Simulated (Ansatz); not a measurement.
Relaxed-ion elastic tensor of AgW (L1₀ or tetragonal B2, space group No. 123) in GPa (Voigt order), PBEsol (plane waves, PAW; program Ansatz); density 15.27 g/cm³, 15.86 Å³ per atom.

```tsv
	1	2	3	4	5	6
1	451	115	147	0.0	0.0	0.0
2	115	451	147	0.0	0.0	0.0
3	147	147	283	0.0	0.0	0.0
4	0.0	0.0	0.0	104	0.0	0.0
5	0.0	0.0	0.0	0.0	104	0.0
6	0.0	0.0	0.0	0.0	0.0	-6.7
```

Task: Is the crystal mechanically stable?

Result: No: the smallest eigenvalue of C is -6.7 GPa.

Space group P4/mmm (L1₀ or tetragonal B2). The start of the workflow was typed in or built on a structure type; neither database checked (COD, Materials Project) lists it. Its standing as an ambient phase is unchecked. The cell was relaxed with PBEsol under the symmetry of its start. At this level the phase is mechanically unstable. No spin polarisation was allowed. Its formation energy is positive at this level, so the cell may be metastable or incomplete. As this level gives no gap, shear constants depend on the k-mesh and smearing (Fermi–Dirac, 0.1 eV here). On the denser mesh and wider smearing of the elastic run this cell carries a stress of 0.7 GPa. Spin–orbit coupling is left out wherever it is not named.

Potentials: the earlier of the program's two PAW sets. The files were generated under PBE; for other functionals the program regenerates the frozen cores, and for LDA and PBEsol the local potential too.
